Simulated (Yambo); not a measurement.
One stored BSE kernel of dimension 1440 for GaAlN2 (space group P3m1, No. 156) (Yambo, PBEsol bands; 6×6×4 mesh, 5 valence and 2 conduction bands, static screening with 29 bands and a 4 Ry block, scissor 0.93 eV, Tamm-Dancoff; broadening 0.15 eV; field along x), solved in several ways.

```
solver                      iterations  largest change of Im ε (% of its maximum)              rough time
--------------------------  ----------  -----------------------------------------  ----------------------
Haydock, threshold 2 %              12                                        100  within a factor of two
Haydock, threshold 0.5 %            29                                         20  within a factor of two
Haydock, threshold 0.1 %            44                                        5.3  within a factor of two
Haydock, threshold 0.005 %          75                                        0.4                       1
SLEPc, lowest 10 states              –                           no full spectrum  within a factor of two
SLEPc, lowest 60 states              –                           no full spectrum  within a factor of two
full diagonalisation                 –                                  reference                about 7×
```

Haydock gives the spectrum without eigenstates, SLEPc the lowest states alone, full diagonalisation everything at a cost that grows as the cube of the dimension. Times include reading the kernel. Times are rough ratios from shared machines. Mesh and scissor weren't tested; the rows compare only with each other.

Spin-orbit coupling is not included.

Geometry relaxed with PBEsol; primitive cell a = 3.1467 Å, b = 3.1467 Å, c = 5.0982 Å, α = 90.00°, β = 90.00°, γ = 120.00°.

The structure is a Materials Project entry; no match was found in the copy of COD used, and its stability was not checked.
